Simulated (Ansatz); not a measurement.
## What DFT gives for MoS2

```
CELL_PARAMETERS angstrom
3.12486 0.00000 0.00000
-1.56243 2.70621 0.00000
0.00000 0.00000 12.15672
ATOMIC_POSITIONS crystal
Mo 0.33333 0.66667 0.25000
Mo 0.66667 0.33333 0.75000
S 0.33333 0.66667 0.62900
S 0.66667 0.33333 0.12900
S 0.33333 0.66667 0.87100
S 0.66667 0.33333 0.37100
```

Level: PBE, no spin polarisation; 420 eV; 9×9×2 Γ-centred mesh; fermi-dirac occupations (width 0.1 eV); Ansatz 0.2.0, fixed geometry.

Question: Which element gives electrons and which takes them?

Answer: Bader charges in e: Mo +1.24, S -0.62. In the mean Mo gives up most and S takes most.

Question: Which orbitals make up the band edges?

Answer: Within 0.7 eV of the edges, the states project mainly on Mo d (51 %) and S p (42 %) below the gap and on Mo d (71 %) and S p (22 %) above it.

Question: Is the cell too large or too small?

Answer: The pressure is 17.7 GPa (compression positive), so with the atoms held at these fractions the cell would first expand; the forces are large, so a full relaxation may end otherwise. The principal stresses 14.5, 14.5, 24.0 GPa differ, so its shape would change too.

Question: Metal or insulator? Give the gap.

Answer: The gap is 0.57 eV, indirect (the least direct gap found is 1.62 eV). A semilocal functional usually gives too small a gap.

Origin: a database entry at a rescaled volume. Caveats: forces this large suggest misplaced atoms in the database entry; atoms or cell far from equilibrium.
